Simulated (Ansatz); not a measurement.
Pressure coefficients of MnHg

```
Mn Hg
1.0
     3.28800    0.00000    0.00000
     0.00000    3.28800    0.00000
     0.00000    0.00000    3.31300
Mn Hg
1 1
Direct
  0.50000 0.50000 0.50000
  0.00000 0.00000 0.00000
```

The conventional cell has a = 3.288 Å, b = 3.288 Å, c = 3.313 Å, α = 90.00°, β = 90.00°, γ = 90.00°. Mn (atom 1) is surrounded by 8 Hg at 2.85 Å. Hg (atom 2) has 8 Mn at 2.85 Å as nearest neighbours.

The cell is COD entry 1522568, as deposited and not checked against the literature; nothing was relaxed.

The magnetic state is the one reached from the start moments; no search over orders was made, so it needn't be the ground state.

Spin–orbit coupling is left out, though it moves levels of the heavy atoms by tenths of an eV or more.

The calculation used Ansatz 0.2.0, DFT, PBE, all-electron LAPW, scalar-relativistic.

Numerical set-up: a Γ-centred 11×11×11 k mesh, Fermi–Dirac smearing of 0.05 eV, basis error target 0.5 meV/atom, spin-polarised from start moments Mn1 4 μB.

The cell is scaled evenly with fractional coordinates held.

| V/V(cell) | P (GPa) | cell moment (μB) |
| --- | --- | --- |
| 0.9405 | 7.48 | 3.690 |
| 0.9800 | 3.40 | 3.804 |
| 1.0000 | 1.97 | 3.891 |
| 1.0200 | 0.60 | 3.962 |

Question: From the rows at 0.9800 and 1.0200, what is the bulk modulus at the cell's volume?

Answer: B = −ΔP/Δln V = −[(0.60) − (3.40)]/0.04001 = 70.0 GPa.

In a magnetic metal the moment, and with it the modulus, depend on the k mesh by some per cent, and the slopes vary along the table.

Question: How does the moment scale with volume?

Answer: dln M/dln V = ln(3.962/3.804)/0.04001 = 1.0: expansion raises it.

Question: Predict the row at V/V(cell) = 1.0600. How far is a linear estimate of P off?

Answer: P = -2.19 GPa, moment 4.029 μB. The linear estimate P(cell) − B ln(V/V(cell)) = -2.11 GPa misses by -0.08 GPa.
